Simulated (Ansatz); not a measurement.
In2Ge2O7 (space group C2/m)

```
In2Ge2O7
1.0
    3.32724    -4.43386     0.00000
    3.32724     4.43386     0.00000
   -1.03884     0.00000     4.85041
In Ge O
2 2 7
Direct
  0.30704   0.69296   0.00000
  0.69296   0.30704   0.00000
  0.76313   0.76313   0.59426
  0.23687   0.23687   0.40574
  0.40728   0.07383   0.21185
  0.59272   0.92617   0.78815
  0.92617   0.59272   0.78815
  0.07383   0.40728   0.21185
  0.00000   0.00000   0.50000
  0.41309   0.41309   0.72662
  0.58691   0.58691   0.27338
```

This relaxed cell (volume V₀) is scaled evenly in all directions, its shape held. The atoms relax within the cell's symmetry.

Calculation: PBEsol (plane waves to 420 eV, PAW, scalar-relativistic; Ansatz, an electronic-structure program). k mesh 5×5×6 (Γ-centred), Fermi-Dirac smearing 0.05 eV. Energies are smeared free energies. Compression counts positive. With the shape held, the modulus is that of even scaling; a crystal free to change shape is softer. In2Ge2O7 was relaxed with its symmetry unable to fall. The zero of ΔE is the relaxed starting cell.

| V (Å³/atom) | ΔE (meV/atom) |
|---|---|
| 10.929 | 190.3 |
| 11.345 | 116.1 |
| 11.761 | withheld |
| 12.178 | 26.4 |
| 12.594 | 6.3 |
| 13.010 | 0.0 |
| 13.426 | 5.7 |
| 13.843 | 21.6 |
| 14.259 | 46.1 |
| 14.675 | 78.0 |
| 15.092 | 115.8 |

Question: Fit a third-order Birch-Murnaghan form (E₀, V₀, B₀, B₀′ free) to the given rows and predict ΔE at V = 11.761.

Answer: Least squares on the 10 given rows: ΔE = E₀ + (9V₀B₀/16)·y²·[2 + (B₀′ − 4)y], y = (V₀/V)^(2/3) − 1, with V₀ = 13.013 Å³/atom, B₀ = 140.4 GPa (160.2 GPa = 1 eV/Å³; the term in eV is multiplied by 1000), B₀′ = 3.58, E₀ = 0.34 meV/atom; root-mean-square residual 0.30 meV/atom. At 11.761 the fit gives 61.9 meV/atom; the calculation gives 62.3 meV/atom, so the interpolation is off by -0.4 (-0.6 %). For the pressure the fit gives 17.0 GPa against the computed 17.1 GPa.

(Under strain, the slope of the energy per volume gives the stress and its curvature an elastic modulus.)
